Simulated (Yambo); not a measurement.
```
LaAlO3
1.0
    3.78295     0.00000     0.00000
    0.00000     3.78295     0.00000
    0.00000     0.00000     3.78295
O Al La
3 1 1
Direct
  0.00000   0.50000   0.00000
  0.50000   0.00000   0.00000
  0.00000   0.00000   0.50000
  0.00000   0.00000   0.00000
  0.50000   0.50000   0.50000
```

Workflow: PBEsol (Quantum ESPRESSO, PseudoDojo norm-conserving, 110 Ry, without SOC), then G0W0 in Yambo (4×4×4 Γ-centred k mesh, 105 bands and a 8 Ry block in the screening, 105 bands in G with the Bruneval-Gonze terminator, plasmon pole fitted at 27.2 eV).

### Question
Give the PBEsol and G0W0 gaps between the band edges found on this mesh, and say where the edges lie.

### Answer
Edges: R → Γ. PBEsol: 3.44 eV; G0W0: 4.59 eV. Nearest settings tried, and what they do to the gap: 42 bands in G: +86 meV. Not varied: bands in W, block, mesh. So the settings aren't converged at that level. The 4f states are in the valence at their DFT position. The cell is held in this high symmetry; tilts and polar distortions were not searched.

Geometry of the Materials Project entry, not relaxed at this level.

This is not the ordinary phase of the substance.
